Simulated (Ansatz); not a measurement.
Thermal properties of Ta3TiSi8 from its phonons

Level of theory: DFT PBE, scalar-relativistic, plane waves, PAW (Ansatz 0.2.0). Cutoff 420 eV, 6×6×8 k-points (Γ-centred), Fermi-Dirac smearing of 0.15 eV. No spin polarisation. Phonons by linear response, acoustic sum rule imposed.

The cell, relaxed at this level:
```yaml
crystal:
  lattice:
    - [4.19605, -4.33768, 0.00000]
    - [4.19605, 4.33768, 0.00000]
    - [0.00000, 0.00000, 4.80568]
  atoms:
    - { symbol: Ti, position: [0.50000, 0.50000, 0.00000] }
    - { symbol: Ta, position: [0.00000, 0.00000, 0.50000] }
    - { symbol: Ta, position: [0.00000, 0.50000, 0.25219] }
    - { symbol: Ta, position: [0.50000, 0.00000, 0.74781] }
    - { symbol: Si, position: [0.84485, 0.84485, 0.00000] }
    - { symbol: Si, position: [0.34909, 0.34909, 0.50000] }
    - { symbol: Si, position: [0.15515, 0.15515, 0.00000] }
    - { symbol: Si, position: [0.65091, 0.65091, 0.50000] }
    - { symbol: Si, position: [0.65441, 0.15833, 0.24578] }
    - { symbol: Si, position: [0.15833, 0.65441, 0.75422] }
    - { symbol: Si, position: [0.34559, 0.84167, 0.24578] }
    - { symbol: Si, position: [0.84167, 0.34559, 0.75422] }
```

It was reached by relaxing an invented guess, and it needn't be the stable form of this composition. In a metal, frequencies and elastic constants depend on the k mesh and the smearing, soft modes and shear constants most. Some empty bands missed the eigensolver's threshold. Spin–orbit coupling is left out, which matters for heavy elements. The q mesh is coarse, so values between its points are rough.

Force constants from linear response on a 1×1×2 q mesh, interpolated to a fine mesh.

Phonon density of states, in bins of 10 cm⁻¹:
| bin centre (cm⁻¹) | share of modes (%) |
| --- | --- |
| 5 | 0.0 |
| 15 | 0.0 |
| 25 | 0.0 |
| 35 | 0.1 |
| 45 | 0.1 |
| 55 | 0.2 |
| 65 | 0.3 |
| 75 | 0.6 |
| 85 | 0.9 |
| 95 | 1.0 |
| 105 | 1.3 |
| 115 | 2.5 |
| 125 | 3.9 |
| 135 | 4.9 |
| 145 | 3.8 |
| 155 | 3.8 |
| 165 | 1.4 |
| 175 | 0.3 |
| 185 | 3.3 |
| 195 | 2.3 |
| 205 | 4.0 |
| 215 | 3.8 |
| 225 | 3.2 |
| 235 | 2.9 |
| 245 | 2.8 |
| 255 | 3.4 |
| 265 | 2.4 |
| 275 | 3.4 |
| 285 | 3.2 |
| 295 | 3.3 |
| 305 | 3.3 |
| 315 | 2.6 |
| 325 | 3.2 |
| 335 | 3.6 |
| 345 | 3.8 |
| 355 | 2.6 |
| 365 | 2.7 |
| 375 | 3.9 |
| 385 | 3.2 |
| 395 | 2.9 |
| 405 | 3.2 |
| 415 | 1.6 |

Q: What is the zero-point energy per atom?

A: 47.4 meV.

Q: How large are the vibrational entropy and heat capacity at 300 K?

A: S = 2.85 k_B and C_V = 2.62 k_B per atom, 87 % of the Dulong–Petit value.

Q: Tabulate them against temperature.

A:
```tsv
T (K)	F_vib (meV/atom)	S (k_B/atom)	C_V (k_B/atom)
100	45.7	0.63	1.22
200	34.9	1.85	2.25
300	14.5	2.85	2.62
400	-13.5	3.63	2.78
500	-47.6	4.25	2.85
600	-86.5	4.78	2.90
700	-129.7	5.23	2.92
800	-176.5	5.62	2.94
900	-226.4	5.97	2.95
1000	-279.2	6.28	2.96
```
